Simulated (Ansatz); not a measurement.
# TiO2 (rutile), energy over volume and axial ratio

TiO₂ (rutile)

```
CELL_PARAMETERS angstrom
      4.64340     0.00000     0.00000
      0.00000     4.64340     0.00000
      0.00000     0.00000     2.96385
ATOMIC_POSITIONS crystal
  Ti 0.00000 0.00000 0.00000
  Ti 0.50000 0.50000 0.50000
  O  0.30513 0.30513 0.00000
  O  0.80513 0.19487 0.50000
  O  0.19487 0.80513 0.50000
  O  0.69487 0.69487 0.00000
```

Grid over V/V₀ and (c/a)/(c/a)₀, subscript 0 meaning the relaxed cell; the conventional c axis lies along z; no internal relaxation.

The numbers are results of PBE (plane waves to 420 eV, PAW, scalar-relativistic; Ansatz, a first-principles code), not measurements. k mesh 7×7×11 (Γ-centred), Fermi-Dirac smearing 0.05 eV. E stands for the smeared free energy. Stress and pressure are positive under compression. As the atoms are clamped, bonds stretch with the cell, which overstates energies and stresses. TiO2 is run without spin polarisation. TiO2 was relaxed with its symmetry unable to fall. ΔE is measured from the relaxed starting cell.

ΔE (eV/atom), with V/V₀ across and (c/a)/(c/a)₀ down:

```
(c/a)/(c/a)₀ \ V/V₀   0.920   0.960   1.000   1.040   1.080
-------------------  ------  ------  ------  ------  ------
0.920                0.1271  0.0696  0.0437  0.0437  0.0645
0.960                0.0781  0.0287  0.0100  0.0164  0.0429
1.000                0.0561  0.0130  0.0000  0.0113  0.0422
1.040                0.0556  0.0173  0.0085  0.0234  0.0575
1.080                0.0722  0.0373  0.0313  0.0486  0.0848
```

σzz (GPa), with V/V₀ across and (c/a)/(c/a)₀ down:

```tsv
(c/a)/(c/a)₀ \ V/V₀	0.920	0.960	1.000	1.040	1.080
0.920	52.8	35.3	21.0	9.2	-0.4
0.960	38.8	22.7	9.5	-1.1	-9.8
1.000	26.9	12.0	0.0	-9.7	-17.6
1.040	17.0	3.3	-7.8	-16.7	-23.9
1.080	8.8	-3.9	-14.1	-22.3	-28.8
```

Read from the data:

The modulus against c/a change at fixed volume, (3/4V)·∂²E/∂(ln c/a)² (fit, atoms clamped) is 130 GPa, an upper bound as the atoms could relax. Lowest place on the grid: V/V₀ = 1.000, (c/a)/(c/a)₀ = 1.000 (0.0 meV/atom). Highest place on the grid: V/V₀ = 0.920, (c/a)/(c/a)₀ = 0.920 (127.1 meV/atom).

(Under strain, the slope of the energy per volume gives the stress and its curvature an elastic modulus.)
